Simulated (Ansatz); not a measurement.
Input and command of a plane-wave DFT calculation in Ansatz:

```yaml
crystal:
  lattice:
    - [6.8870577816, 0.0, 0.0]
    - [0.0, 6.8870577816, 0.0]
    - [0.0, 0.0, 6.4001249699]
  atoms:
    - { symbol: Si, position: [0.2692498435, 0.0, 0.1193140972] }
    - { symbol: Si, position: [0.0, 0.7307501565, 0.8806859028] }
    - { symbol: Si, position: [0.0, 0.2692498435, 0.8806859028] }
    - { symbol: Si, position: [0.7307501565, 0.0, 0.1193140972] }
    - { symbol: Si, position: [0.0, 0.0, 0.5] }
    - { symbol: O, position: [0.19190333, 0.0, 0.3565740649] }
    - { symbol: O, position: [0.0, 0.80809667, 0.6434259351] }
    - { symbol: O, position: [0.0, 0.19190333, 0.6434259351] }
    - { symbol: O, position: [0.80809667, 0.0, 0.3565740649] }
    - { symbol: O, position: [0.1914476445, 0.1914476445, 0.0] }
    - { symbol: O, position: [0.1914476445, 0.8085523555, 0.0] }
    - { symbol: O, position: [0.8085523555, 0.1914476445, 0.0] }
    - { symbol: O, position: [0.8085523555, 0.8085523555, 0.0] }
    - { symbol: O, position: [0.5, 0.0, 0.1207156002] }
    - { symbol: O, position: [0.0, 0.5, 0.8792843998] }
basis:
  ecutwfc: 420
kpoints:
  mp_grid: { grid: [4, 4, 4] }
  band_path:
    path:
      - [[0.0, 0.0, 0.0], [0.0, 0.5, 0.0], [0.5, 0.5, 0.0], [0.0, 0.0, 0.0], [0.0, 0.0, 0.5], [0.0, 0.5, 0.5], [0.5, 0.5, 0.5], [0.0, 0.0, 0.5]]
      - [[0.0, 0.5, 0.0], [0.0, 0.5, 0.5]]
      - [[0.5, 0.5, 0.0], [0.5, 0.5, 0.5]]
    npoints: 10
hamiltonian:
  xc: lda
scf:
  occupations: { method: gaussian, width: 0.02 }
  n_extra_bands: 37
output:
  forces: true
  stress: true
  eigenvalues: true
  populations: true
  dos: { projected: true, de: 0.02, nscf_kmesh: { grid: [6, 6, 6] } }
  bader: false
  write_density: true
  write_potential: true
  elf: true
  volumetric_format: npy
```

```bash
ansatz run input.yaml --threads 4 --pin off --max-ram 10240MiB --backend cpu --events-out ev --progress --plain --runs-dir out
```

Processor: Arm Neoverse V2, 4 threads, on a host shared with other jobs.

Q: Estimate time, memory and problem size.

A: About 74 s on 4 threads of Arm Neoverse V2, with other jobs on the host, peak memory 1.5 GiB. It solves 77 bands at 18 k points (the mesh reduced by symmetry) with about 5977 plane waves, in 7 SCF iterations.
